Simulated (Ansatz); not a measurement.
Relaxed-ion elastic tensor of GaN (zinc blende, F-43m) in GPa (Voigt order), PBE (plane waves, PAW; program Ansatz); density 5.91 g/cm³, 11.76 Å³ per atom.

```
253  131  131  0.0  0.0  0.0
131  253  131  0.0  0.0  0.0
131  131  253  0.0  0.0  0.0
0.0  0.0  0.0  145  0.0  0.0
0.0  0.0  0.0  0.0  145  0.0
0.0  0.0  0.0  0.0  0.0  145
```

Problem. Is the crystal mechanically stable?

Solution. Yes: the smallest eigenvalue of C is 122 GPa.

Problem. Work out the Voigt, Reuss and Hill averages.

Solution. K_V = 172, K_R = 172, K_H = 172; G_V = 111, G_R = 93.6, G_H = 103 GPa.

Problem. Give Young's modulus, Poisson's ratio, Pugh's ratio and the universal anisotropy index.

Solution. E = 9KG/(3K + G) = 257 GPa; ν = 0.25; K/G = 1.68 (near the Pugh limit of 1.75, no verdict); A_U = 5G_V/G_R + K_V/K_R − 6 = 0.95.

Problem. Estimate the sound speeds and the Debye temperature.

Solution. v_l = √((K + 4G/3)/ρ) = 7230 m/s, v_t = √(G/ρ) = 4170 m/s, mean 4630 m/s; Θ = (h/k)(3n/4πV)^(1/3) v_m = 605 K.

Problem. Give the Zener ratio and Young's modulus along [100], [110] and [111].

Solution. A = 2C44/(C11 − C12) = 2.37; 1/E = S11 − 2(S11 − S12 − S44/2)Γ with Γ = 0, 1/4, 1/3 gives 164, 268, 340 GPa.

Problem. Solve the Christoffel equation for the three sound speeds along [100], [110], [111].

Solution. Eigenvalues of C_ijkl n_j n_l equal ρv² (piezoelectric stiffening left out). In km/s, slowest first: [100] 4.95, 4.95, 6.55; [110] 3.22, 4.95, 7.56; [111] 3.88, 3.88, 7.86.

The PBE relaxation kept the symmetry of its start; phonons on a q-mesh show no instability.

Potentials: the later of the program's two PAW sets.
